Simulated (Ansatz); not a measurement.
MgSb$_{2}$O$_{6}$:
Space group P4₂/mnm (No. 136); a = 4.6674 Å, b = 4.6674 Å, c = 9.2645 Å, α = 90.00°, β = 90.00°, γ = 90.00°

```json
[
 {"atom": "Mg", "site": "2a", "symmetry": "m.mm", "x": "0.0000", "y": "0.0000", "z": "0.0000"},
 {"atom": "Sb", "site": "4e", "symmetry": "2.mm", "x": "0.0000", "y": "0.0000", "z": "0.3323"},
 {"atom": "O", "site": "8j", "symmetry": "..m", "x": "0.3016", "y": "0.3016", "z": "0.3280"},
 {"atom": "O", "site": "4f", "symmetry": "m.2m", "x": "0.3101", "y": "0.3101", "z": "0.0000"}
]
```

Relaxed with r²SCAN.

**Question.** Which orbitals make up the states near the band edges in DFT-r²SCAN in the program Ansatz with PAW potentials?

**Answer.** Top 1 eV of the valence band: O 2p 98 %. Bottom 1 eV of the conduction band: Sb 5s 41 %, O 2p 30 %, O 2s 19 %, Mg 3s 7 %. Projections are on Löwdin-orthogonalised atomic valence shells; empty p or d shells of many metals are not among them.

**Question.** Tabulate the density of states.

**Answer.** States/eV per cell of 18 atoms, in 0.25 eV bins, energy from the valence-band maximum.

```tsv
E (eV)	total	O 2p	Sb 5s	Sb 5p
-7.85	3.44	1.92	0.87	0.22
-7.60	2.53	1.42	0.64	0.16
-7.35	1.94	1.10	0.49	0.12
-7.10	1.84	1.06	0.45	0.10
-6.85	1.66	0.98	0.38	0.08
-6.60	0.73	0.45	0.14	0.03
-6.35	0.61	0.45	0.01	0.13
-6.10	5.82	4.25	0.07	1.23
-5.85	8.98	6.57	0.09	1.87
-5.60	7.86	5.78	0.06	1.70
-5.35	6.33	4.69	0.05	1.20
-5.10	4.28	3.24	0.04	0.71
-4.85	8.02	6.20	0.05	1.27
-4.60	7.80	6.13	0.06	1.10
-4.35	10.09	8.19	0.12	1.06
-4.10	5.57	4.56	0.07	0.55
-3.85	8.86	7.37	0.04	0.84
-3.60	9.09	7.85	0.03	0.67
-3.35	9.33	8.15	0.04	0.55
-3.10	10.94	9.77	0.04	0.53
-2.85	8.11	7.40	0.02	0.30
-2.60	9.22	8.56	0.03	0.21
-2.35	11.33	10.72	0.02	0.19
-2.10	18.10	17.32	0.03	0.17
-1.85	18.51	17.90	0.02	0.08
-1.60	16.26	15.78	0.01	0.06
-1.35	17.14	16.69	0.03	0.07
-1.10	28.03	27.40	0.03	0.12
-0.85	12.83	12.61	0.00	0.05
-0.60	8.97	8.83	0.00	0.04
-0.35	3.04	3.00	0.00	0.01
-0.10	0.88	0.87	0.00	0.00
0.15	0.00	0.00	0.00	0.00
0.40	0.00	0.00	0.00	0.00
0.65	0.00	0.00	0.00	0.00
0.90	0.00	0.00	0.00	0.00
1.15	0.00	0.00	0.00	0.00
1.40	0.00	0.00	0.00	0.00
1.65	0.00	0.00	0.00	0.00
1.90	0.00	0.00	0.00	0.00
2.15	0.01	0.00	0.00	0.00
2.40	0.12	0.03	0.05	0.00
2.65	0.23	0.07	0.10	0.00
2.90	0.38	0.12	0.16	0.01
3.15	0.55	0.18	0.23	0.01
3.40	0.65	0.22	0.27	0.02
3.65	0.96	0.34	0.40	0.03
3.90	1.39	0.51	0.59	0.05
4.15	2.14	0.80	0.93	0.09
4.40	4.09	1.53	1.82	0.19
4.65	3.71	1.42	1.68	0.17
4.90	2.91	1.11	1.30	0.18
5.15	2.45	0.93	1.08	0.19
5.40	3.19	1.24	1.39	0.21
5.65	2.83	1.12	1.24	0.17
5.90	2.17	0.88	0.96	0.12
6.15	1.48	0.61	0.67	0.08
6.40	1.03	0.44	0.48	0.05
6.65	0.99	0.44	0.47	0.03
6.90	0.58	0.26	0.28	0.02
```

Space group P4_2/mnm. The first step of the workflow began from a Materials Project structure, measured or hypothetical; the Crystallography Open Database files this formula in space group No. 136, but the cells were not matched. Its standing as an ambient phase is unchecked. Symmetry was held in the r²SCAN relaxation; whether a distortion lowers the energy is not shown. Scalar-relativistic: spin–orbit coupling is off unless named, which matters more the heavier the elements.

Potentials: the later of the program's two PAW sets.
